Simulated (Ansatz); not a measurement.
The calculation used Ansatz, DFT PBE, scalar-relativistic, plane waves, PAW. All cells share a 420 eV cutoff and Γ-centred k meshes spaced about 0.3 Å⁻¹ or finer (0.25 for metals, 2π included). No spin polarisation.

These are static total energies at zero pressure.

Compare these two cells of Cd7S, each relaxed at this level.

A.

Space group P-3m1 (No. 164). a = 3.613 Å, b = 3.613 Å, c = 16.952 Å, α = 90.00°, β = 90.00°, γ = 120.00°
```json
{"atom": "Cd", "site": "2d", "symmetry": "3m.", "x": "0.6667", "y": "0.3333", "z": "0.8995"}
{"atom": "Cd", "site": "2d", "symmetry": "3m.", "x": "0.3333", "y": "0.6667", "z": "0.7688"}
{"atom": "Cd", "site": "2d", "symmetry": "3m.", "x": "0.6667", "y": "0.3333", "z": "0.6354"}
{"atom": "Cd", "site": "1b", "symmetry": "-3m.", "x": "0.0000", "y": "0.0000", "z": "0.5000"}
{"atom": "S", "site": "1a", "symmetry": "-3m.", "x": "0.0000", "y": "0.0000", "z": "0.0000"}
```

B.

Space group Fm-3m (No. 225). a = 8.909 Å, b = 8.909 Å, c = 8.909 Å, α = 90.00°, β = 90.00°, γ = 90.00°
```
atom  site  symmetry       x       y       z
  Cd   24d      m.mm  0.0000  0.2500  0.7500
  Cd    4b      m-3m  0.5000  0.0000  0.0000
   S    4a      m-3m  0.0000  0.0000  0.0000
```

Question: Which is lower in energy, and by how much?

Answer: A is lower, by 52 meV/atom. A has space group P-3m1 (No. 164), 24.0 Å³/atom and no gap on its mesh; B has Cd and S ordered on fcc sites, space group Fm-3m (No. 225), 22.1 Å³/atom and no gap. Counting Cd atoms around S (those within 1.25 times the shortest such distance or 1.15 times the sum of covalent radii, 1.27 where that leaves under three; the shortest distance is added where it exceeds 1.18 times the sum of covalent radii), A has S 6 and B has S 12 from 3.1 Å. The lower one is the more open, so pressure narrows the difference. In A, around Cd on a site of symmetry 3m lie 3 S at 2.69 Å and 3 Cd at 3.04 Å; around Cd on a second site of symmetry 3m lie 6 Cd at 3.04–3.08 Å and 6 Cd at 3.61 Å; around S lie 6 Cd at 2.69 Å; 2 more sites not described. In B, Cd on a site of symmetry mmm has 10 Cd at 3.15 Å and 2 S at 3.15 Å; Cd on a site of symmetry m-3m is surrounded by 12 Cd at 3.15 Å; around S lie 12 Cd at 3.15 Å. Both come from trial cells of a structure search.

With atoms moved at random, A ended within 5 meV/atom of its own energy, in a cell of lower symmetry. Other cells relaxed within their symmetry can be saddle points.
